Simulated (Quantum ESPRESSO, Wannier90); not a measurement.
WSe₂ (P-6m2, isolated units), plane waves to Wannier functions

```
CELL_PARAMETERS angstrom
      3.31794     0.00000     0.00000
     -1.65897     2.87342     0.00000
      0.00000     0.00000    16.65814
ATOMIC_POSITIONS crystal
  W  0.00000 0.00000 0.00000
  Se 0.33333 0.66667 0.09979
  Se 0.33333 0.66667 0.90021
```

Materials Project entry mp-1023936; symmetrised, unrelaxed at this level. Computed values, not measurements, from PBEsol: Quantum ESPRESSO (norm-conserving PseudoDojo potentials, cutoff 69 Ry, no spin polarisation, no spin-orbit coupling) on a Γ-centred 6×6×4 mesh, then Wannier90. Density: 12×12×1 mesh, cold smearing 0.01 Ry. The cell is built of weakly bound layers, chains or molecules, whose nearest atoms lie 13.33 Å apart, far more than in van der Waals crystals (3.2 to 4.2 Å): it describes nearly isolated units, such as a monolayer, not the bulk crystal. Spin-orbit coupling is left out although heavy elements are present.

Base run: 11 functions from bands 17-37 of the 37 computed, start hydrogen-like W: d; Se: p, frozen window up to 3.01 eV relative to the valence-band maximum, outer window open. Its settings: num_cg_steps = 5, trial_step = 2 and dis_mix_ratio = 0.5 (the program's defaults), conv_tol = 1.0e-6 over 4 steps, num_iter = 800, dis_conv_tol = 1.0e-6, dis_num_iter = 1000. One of them is changed at a time.

```
run                disentanglement steps  localisation steps  Ω_I (Å²)  Ω_total (Å²)       ended
-----------------  ---------------------  ------------------  --------  ------------  ----------
base                                 142                  39    20.109        21.512   converged
num_cg_steps = 0                     142                 173    20.109        21.512   converged
trial_step = 10.0                    142                  39    20.109        21.512   converged
dis_num_iter = 20                     20                  39    20.176        21.547  step limit
```
